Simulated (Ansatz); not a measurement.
Fe₃C in space group P6_322 (No. 182; Fe on 6g, C on 2c) under volume change, r²SCAN in the plane-wave PAW code Ansatz, shape and atoms relaxed at each volume.

```
V (Å³/atom)  E − E(relaxed) (meV/atom)  P (GPa)
-----------  -------------------------  -------
9.260                                ?        ?
9.565                             26.7    14.84
9.870                                ?        ?
10.175                             0.0     0.01
10.481                             5.3    -5.32
10.786                            20.2   -10.24
11.091                            43.8   -14.34
```

Problem. What belongs in the gaps?

Solution. 
- 9.870, E − E(relaxed) (meV/atom): 6.3
- 9.870, P (GPa): 6.79
- 9.260, E − E(relaxed) (meV/atom): 63.5
- 9.260, P (GPa): 24.19

Problem. What does a third-order Birch–Murnaghan fit give for V₀, B₀ and B′?

Solution. V₀ = 10.18 Å³/atom, B₀ = 204 GPa, B′ = 4.7.

The first step of the workflow began from a Materials Project structure, measured or hypothetical; the Crystallography Open Database copy checked does not list it. COD files the formula under space group No. 62. Its standing as an ambient phase is unchecked. The r²SCAN relaxation kept the symmetry of its start; its stability against distortions is not shown here. The final state is ferromagnetic, chosen from 5 collinear starts compared on coarse meshes (ties went to the first, and starts can fall back to one state), not a proven ground state. Other orbital occupations within this spin state were not tried.

Potentials: the earlier of the program's two PAW sets. The files were generated under PBE; for other functionals the program regenerates the frozen cores, and for LDA and PBEsol the local potential too.
